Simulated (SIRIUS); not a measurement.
Input and output of a self-consistent single point for CoSi (P2_13, 8 atoms in the cell; from Materials Project mp-7577, changed as shown) (SIRIUS).

All values come from this method and carry its errors: LDA (PW92), GBRV LDA ultrasoft pseudopotentials (plane waves; SIRIUS 7.12.0).

The change in words: lattice scaled by 1.02. Reference geometry (P2_13):
```
CoSi
1.0
    4.40328     0.00000     0.00000
    0.00000     4.40328     0.00000
    0.00000     0.00000     4.40328
Co Si
4 4
Direct
  0.85410   0.64590   0.35410
  0.64590   0.35410   0.85410
  0.35410   0.85410   0.64590
  0.14590   0.14590   0.14590
  0.15654   0.34346   0.65654
  0.34346   0.65654   0.15654
  0.65654   0.15654   0.34346
  0.84346   0.84346   0.84346
```

Reference input (self-consistent single point, DFT, LDA (PW92), plane waves, GBRV LDA ultrasoft pseudopotentials): parameters.ngridk = 8 8 8; parameters.xc_functionals = [XC_LDA_X, XC_LDA_C_PW]; parameters.gk_cutoff = 6.325 1/bohr; parameters.pw_cutoff = 14.143 1/bohr; parameters.smearing = fermi_dirac; parameters.smearing_width = 0.00367493 Ha; potentials = GBRV LDA ultrasoft pseudopotentials; parameters.electronic_structure_method = pseudopotential; parameters.num_bands = 50; parameters.num_mag_dims = 0; parameters.num_dft_iter = 100; parameters.energy_tol = 1e-07 Ha. This run's input differs from it in these lines:

```diff
@@ -32,5 +32,5 @@
     "lattice_vectors": [
-      [8.3209970295, 0.0, 0.0],
-      [0.0, 8.3209970295, 0.0],
-      [0.0, 0.0, 8.3209970295]
+      [8.4874176504, 0.0, 0.0],
+      [0.0, 8.4874176504, 0.0],
+      [0.0, 0.0, 8.4874176504]
     ],
```

The program printed (abridged):

```
[find] density tolerance         : 1e-06
[find] total energy tolerance    : 1e-07
[find] iter_solver_tol (initial) : 0.01
[find] iter_solver_tol (target)  : 1e-13
[find] num_dft_iter              : 100
Charges and magnetic moments
--------------------------------------------------------------------------------
total charge          : 84.000000
[find] | SCF iteration   0 out of 100|
[diagonalize] iterative solver tolerance (occupied, empty): 0.01 0.01
[diagonalize] average number of iterations: 3.97778
[find] Charges and magnetic moments
[find] total charge          : 84.000000
[find] Energy
   [... lines left out ...]

[find] Charges and magnetic moments
[find] total charge          : 84.000000
[find] Energy
[find] smearing (-TS)                 :      -0.00308623
[find] Total energy                   :    -616.15907973 (Ha),   -1232.31815947 (Ry)
[find] Free energy (E-TS)             :    -616.16216597 (Ha),   -1232.32433193 (Ry)
[find] band gap (eV)                  :       0.00000000
[find] Efermi                         :       0.57023829
[find] iteration : 15, RMS (target) : 5.1183e-07 (1.0000e-06) , energy difference (target) : -8.6698e-10 (1.0000e-07)
[find] bands are converged : true
[find] iterative solver converged : true
[find] converged after 16 SCF iterations!
[find] Charges and magnetic moments
[find] total charge          : 84.000000
[find] Energy
[find] smearing (-TS)                 :      -0.00308623
[find] Total energy                   :    -616.15907973 (Ha),   -1232.31815947 (Ry)
[find] Free energy (E-TS)             :    -616.16216597 (Ha),   -1232.32433193 (Ry)
[find] band gap (eV)                  :       0.00000000
[find] Efermi                         :       0.57023829
[ground_state] === stress tensor components [kbar] ===
[ground_state] === stress_total ===
[ground_state]   202.199797    0.000000    0.000000
[ground_state]     0.000000  202.199797    0.000000
[ground_state]     0.000000    0.000000  202.199797
[ground_state] ==== total Forces in Ha/bohr =====
   [... lines left out ...]
[ground_state] atom:    3, force:      -0.0021858     -0.0021858     -0.0021858
[ground_state] atom:    4, force:       0.0016490     -0.0016490      0.0016490
[ground_state] atom:    5, force:      -0.0016490      0.0016490      0.0016490
[ground_state] atom:    6, force:       0.0016490      0.0016490     -0.0016490
[ground_state] atom:    7, force:      -0.0016490     -0.0016490     -0.0016490
```

The run converged in 16 iterations. SIRIUS prints the stress tensor with tension positive. Against the reference run the free energy goes up by 60.7 meV/atom, the pressure goes from -8.93 to -20.22 GPa and the largest force goes from 0.090 to 0.195 eV/Å.

The run has no spin polarisation, so moments on Co cannot form. The structure comes from a collection of computed structures, made at another level of theory; the collection holds predicted forms beside known ones. Its lattice was then scaled. At this pressure the cell is far from its equilibrium volume at this level.

Cost on one core: very roughly 2.1 core-minutes.

The gap that the log prints is read on the run's mesh, which can miss the band edges or a crossing.
